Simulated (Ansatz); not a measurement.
With DFT-PBE in the program Ansatz with PAW potentials, CdSiN2 in the trigonal phase (R-3m; Cd on 3a, Si on 3b, N on 6c) relaxes to a = 2.921 Å, c = 16.626 Å. Si has 6 nearest neighbours from 1.95 Å (octahedral). Its formation energy from the elements is -0.057 eV/atom, with no fitted shifts.

It is gapped at this level: 0.97 eV (indirect). Gap from PBE with spin–orbit coupling: 0.97 eV. Electrons at the band edge weigh 0.13, 0.27, 0.27 mₑ (principal values). The hole mass is 0.33, 1.0, 1.5 mₑ (principal values).

An equation-of-state fit gives a bulk modulus of 194 GPa.

The start of the workflow was typed in or built on a structure type; neither database checked (COD, Materials Project) lists it. Whether it is the stable phase at ambient conditions was not checked. The cell was relaxed with PBE under the symmetry of its start; whether a distortion lowers the energy is not shown. The references are the lowest solids computed at this level, not always the standard phases (solids in place of the gases). Scalar-relativistic: spin–orbit coupling is off unless named, which matters more the heavier the elements.

Potentials: the earlier of the program's two PAW sets.
